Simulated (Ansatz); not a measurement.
**Zone-centre modes in C**

Method: DFT LDA, scalar-relativistic, plane waves, PAW in Ansatz. The runs took a 420 eV cutoff, a Γ-centred 12×12×10 mesh and Gaussian smearing (0.15 eV). No spin polarisation.

Reference structure (relaxed at this level; this form isn't the usual structure):

```xyz
10
Lattice="4.7750 0.0000 0.0000 -2.3875 4.1352 0.0000 0.0000 0.0000 4.1320" Properties=species:S:1:pos:R:3 pbc="T T T"
C     2.3875    1.3784    0.7581
C     0.0000    2.7568    0.7581
C     2.3875    1.3784    3.3739
C     0.0000    2.7568    3.3739
C     1.1937    2.0676    1.4029
C    -1.1937    2.0676    1.4029
C     2.3875    0.0000    1.4029
C     1.1937    2.0676    2.7290
C     2.3875    0.0000    2.7290
C    -1.1937    2.0676    2.7290
```

Harmonic modes by finite displacements of 0.02 Å, without the LO–TO term.

Problem. At this geometry, is the structure stable against these modes?

Solution. No: 1 mode is unstable, the strongest at 213i cm⁻¹.

Problem. List the wavenumbers in cm⁻¹.

Solution. 213i, 0, 0, 0, 568, 568, 613, 652, 652, 761, 761, 791, 791, 861, 861, 877, 987, 987, 1007, 1062, 1062, 1165, 1222, 1256, 1256, 1268, 1303, 1587, 1587, 1638.

Cost: 1 run of about 6.1 core-minutes, on Oxide Virtual Turin-like Processor (Zen 5) (shared hosts).